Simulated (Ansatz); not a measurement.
NbC2 (MoSi2 or CaC2 type, I4/mmm) at seven volumes, DFT-PBE in the program Ansatz with PAW potentials, shape and atoms relaxed at each. One row is withheld.

| V (Å³/atom) | P (GPa) |
|---|---|
| 9.139 | 26.39 |
| 9.441 | 16.00 |
| 9.742 | ? |
| 10.043 | 0.02 |
| 10.345 | -6.02 |
| 10.646 | -11.03 |
| 10.947 | -15.14 |

Problem. Fit the shown pressures and predict the withheld one.

Solution. Third-order Birch–Murnaghan: P = (3/2)B₀(x^(7/2) − x^(5/2))[1 + (3/4)(B′ − 4)(x − 1)] with x = (V₀/V)^(2/3). Least squares on the six rows gives V₀ = 10.045 Å³/atom, B₀ = 219.6 GPa, B′ = 5.11. At V = 9.742, x = 1.0206 and P = 7.27 GPa. The run itself gave 7.27 GPa.

The start of the workflow was typed in or built on a structure type; neither database checked (COD, Materials Project) lists it. Whether it is the stable phase at ambient conditions was not checked. Symmetry was held in the PBE relaxation; whether a distortion lowers the energy is not shown. No spin polarisation was allowed. The volume moved by -28 % from the start of the relaxation. Its formation energy is positive at this level, so the cell may be metastable or incomplete.

Potentials: the later of the program's two PAW sets.
